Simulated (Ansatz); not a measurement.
BP (zinc blende), map of one atom of the cell

Starting cell, BP (zinc blende):

```
BP
1.0
    0.00000     2.27424     2.27424
    2.27424     0.00000     2.27424
    2.27424     2.27424     0.00000
P B
1 1
Direct
  0.75000   0.75000   0.75000
  0.00000   0.00000   0.00000
```

Two-dimensional scan of atom 2 (B, nearest neighbour P at 1.970 Å; its periodic images, 3.2 Å or more away, move with it): u runs along (1.000, 0.000, 0.000), v along (0.000, 1.000, 0.000) (Cartesian). Cell and other atoms are fixed.

The numbers are results of PBE (plane waves to 420 eV, PAW, scalar-relativistic; Ansatz, a first-principles code), not measurements. k mesh 10×10×10 (Γ-centred), Fermi-Dirac smearing 0.05 eV. E stands for the smeared free energy. As the smearing reaches across the gap at some points, energies and forces of such displacements shift with the k mesh and the smearing. Fu and Fv are the components of the force on the atom. BP was relaxed with its symmetry unable to fall. The zero of ΔE is the undisplaced structure. Axes are in Å.

ΔE (eV/cell), with u across and v down:

```csv
v \ u,-0.490,-0.245,0.000,0.245,0.490
-0.490,4.352,2.543,1.892,2.543,4.352
-0.245,2.543,1.104,0.540,1.104,2.543
0.000,1.892,0.540,0.000,0.540,1.892
0.245,2.543,1.104,0.540,1.104,2.543
0.490,4.352,2.543,1.892,2.543,4.352
```

Fv (eV/Å), with u across and v down:

```
v \ u   -0.490  -0.245  0.000  0.245  0.490
------  ------  ------  -----  -----  -----
-0.490    9.07    6.87   6.33   6.87   9.07
-0.245    5.27    4.41   4.20   4.41   5.27
0.000     0.00    0.00   0.00   0.00   0.00
0.245    -5.27   -4.41  -4.20  -4.41  -5.27
0.490    -9.07   -6.87  -6.33  -6.87  -9.07
```

Derived quantities:

| Item | Value |
|---|---|
| Principal force constants in the plane (five-point differences of the forces) | 18.5 eV/Å², isotropic |
| Centre of the map | a minimum |
| Lowest place on the grid | u = 0.000 Å, v = 0.000 Å (0 meV/cell) |
| Highest place on the grid, met at several equal points | u = -0.490 Å, v = -0.490 Å; u = 0.490 Å, v = -0.490 Å; u = -0.490 Å, v = 0.490 Å; u = 0.490 Å, v = 0.490 Å (4352 meV/cell) |

The 25 points together took around 2.2 core-minutes (rough).

(A displaced cell: forces are minus the slopes of the energy, force constants its curvatures, and phonons follow from these.)
